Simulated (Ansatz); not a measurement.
Bi:
Space group Fd-3m, origin choice 1 (No. 227); a = 7.2895 Å, b = 7.2895 Å, c = 7.2895 Å, α = 90.00°, β = 90.00°, γ = 90.00°

| atom | site | symmetry | x | y | z |
|---|---|---|---|---|---|
| Bi | 8b | -43m | 0.5000 | 0.5000 | 0.5000 |
(The calculation used a cell of 2 atoms; values per cell refer to that cell.)

Relaxed with PBE.

Which orbitals make up the states near the Fermi level in PBE in the plane-wave PAW code Ansatz?

Within 0.5 eV of the Fermi level: Bi 6p 87 %, Bi 6s 10 %. Projections are on Löwdin-orthogonalised atomic valence shells; empty p or d shells of many metals are not among them.

Tabulate the density of states.

States/eV per cell of 2 atoms, in 0.25 eV bins, energy from the Fermi level.

```tsv
E (eV)	total	Bi 6p	Bi 6s
-7.85	0.03	0.00	0.03
-7.60	0.00	0.00	0.00
-7.35	0.00	0.00	0.00
-7.10	0.00	0.00	0.00
-6.85	0.00	0.00	0.00
-6.60	0.00	0.00	0.00
-6.35	0.00	0.00	0.00
-6.10	0.00	0.00	0.00
-5.85	0.00	0.00	0.00
-5.60	0.00	0.00	0.00
-5.35	0.00	0.00	0.00
-5.10	0.00	0.00	0.00
-4.85	0.00	0.00	0.00
-4.60	0.00	0.00	0.00
-4.35	0.00	0.00	0.00
-4.10	0.00	0.00	0.00
-3.85	0.00	0.00	0.00
-3.60	0.00	0.00	0.00
-3.35	0.89	0.88	0.00
-3.10	2.82	2.77	0.02
-2.85	2.86	2.81	0.03
-2.60	2.90	2.85	0.03
-2.35	2.54	2.51	0.02
-2.10	2.19	2.17	0.01
-1.85	1.21	1.19	0.01
-1.60	0.86	0.84	0.02
-1.35	0.95	0.89	0.05
-1.10	1.17	1.08	0.08
-0.85	1.27	1.15	0.11
-0.60	1.46	1.29	0.15
-0.35	2.00	1.74	0.22
-0.10	1.02	0.88	0.11
0.15	0.77	0.67	0.07
0.40	0.72	0.63	0.06
0.65	0.94	0.83	0.07
0.90	1.27	1.13	0.08
1.15	1.50	1.35	0.09
1.40	1.72	1.56	0.08
1.65	1.84	1.69	0.06
1.90	1.18	1.10	0.01
2.15	1.27	1.18	0.01
2.40	1.47	1.35	0.01
2.65	2.22	1.93	0.02
2.90	3.34	2.73	0.04
3.15	2.96	2.45	0.05
3.40	1.41	1.21	0.02
3.65	0.78	0.67	0.01
3.90	0.45	0.36	0.00
4.15	0.20	0.11	0.00
4.40	0.10	0.00	0.00
4.65	0.18	0.00	0.00
```

The start of the workflow was typed in or built on a structure type; neither database checked (COD, Materials Project) lists it. It is not the phase usual at ambient conditions (space group No. 166). Symmetry was held in the PBE relaxation; its stability against distortions is not shown here. Spin–orbit coupling is left out wherever it is not named.

Potentials: the earlier of the program's two PAW sets.
